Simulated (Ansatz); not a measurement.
**La4MgNiO8, one structure, two calculations**

Cell: a Materials Project structure (computed, not necessarily an observed phase).

Space group Cmmm (No. 65); a = 5.5406, b = 12.5311, c = 5.5363 Å.

| site | Wyckoff | site symmetry | x | y | z |
| --- | --- | --- | --- | --- | --- |
| La1 | 4i | m2m | 0.5000 | 0.6367 | 0.0000 |
| La3 | 4j | m2m | 0.5000 | 0.8633 | 0.5000 |
| Mg | 2b | mmm | 0.5000 | 0.0000 | 0.0000 |
| Ni | 2d | mmm | 0.0000 | 0.0000 | 0.5000 |
| O7 | 4i | m2m | 0.5000 | 0.8213 | 0.0000 |
| O9 | 8o | .m. | 0.2514 | 0.0000 | 0.2490 |
| O11 | 4j | m2m | 0.5000 | 0.3211 | 0.5000 |

One atom of each set is listed; the run and its k-mesh use a cell of 14 atoms with edges of 6.85, 6.85, 5.54 Å.

First run. Method: Kohn–Sham DFT in Ansatz, PBE, plane waves and PAW, scalar-relativistic, collinear spin, 420 eV cutoff, Γ-centred 4×4×4 k-points, Fermi–Dirac smearing 0.02 eV. Start moments as typed (μB): 2 on each Ni, none on the rest.

| site | V_zz (10²¹ V/m²) | η | m (μB) |
| --- | --- | --- | --- |
| La1 | -17.09 | 0.02 | 0.00 |
| La3 | -15.91 | 0.01 | 0.00 |
| Mg | 2.94 | 0.00 | 0.01 |
| Ni | 9.97 | 0.01 | 1.50 |
| O7 | -2.82 | 0.01 | 0.00 |
| O9 | 1.13 | 0.56 | 0.07 |
| O11 | -0.13 | 0.02 | 0.08 |

Second run. The same atoms and settings, except that the functional is r2SCAN and the cutoff is 500 eV.

(1) Given the first result, estimate the second.

Answers

(1) 

| site | V_zz | η | change of V_zz | m (μB) |
| --- | --- | --- | --- | --- |
| La1 | -17.47 | 0.01 | -0.38 | 0.00 |
| La3 | -16.74 | 0.00 | -0.83 | 0.00 |
| Mg | 3.21 | 0.00 | +0.27 | 0.01 |
| Ni | 10.94 | 0.00 | +0.97 | 1.60 |
| O7 | -2.94 | 0.01 | -0.12 | 0.00 |
| O9 | -0.73 | 0.58 | – | 0.06 |
| O11 | -0.81 | 0.01 | -0.68 | 0.06 |

The largest change of V_zz along a kept axis is on Ni, from 9.97 to 10.94. In per cent, |V_zz| changes by +2 to +5 on La, +9 on Mg, +10 on Ni, +4 on O (all sites that start above 0.5, bar those whose gradient vanishes or changes sign or whose main axis turns by over 40°). On O9 the largest principal value lies along another axis in the second run, so the two V_zz can't be compared directly.

Without spin–orbit coupling (the program notes it for La) the gradients can shift somewhat, as the gap is small. With these PAW files V_zz is typically within 2 to 3 % of all-electron values, but misses above 10 % occur on Ni. All moments are parallel here, as the start or the cell imposes; many such compounds order antiparallel, where fields and spin densities carried over to other atoms largely cancel. The magnetic order is the one that the run reached from its start moments, not necessarily the measured one.
For the first run: With a gap of 0.4 eV on this mesh, small gradients can still move by 0.1 × 10²¹ V/m² or more as the k-mesh gets denser.
For the second run: The program didn't check the stability of this electronic state in full, so a lower one may lie near.
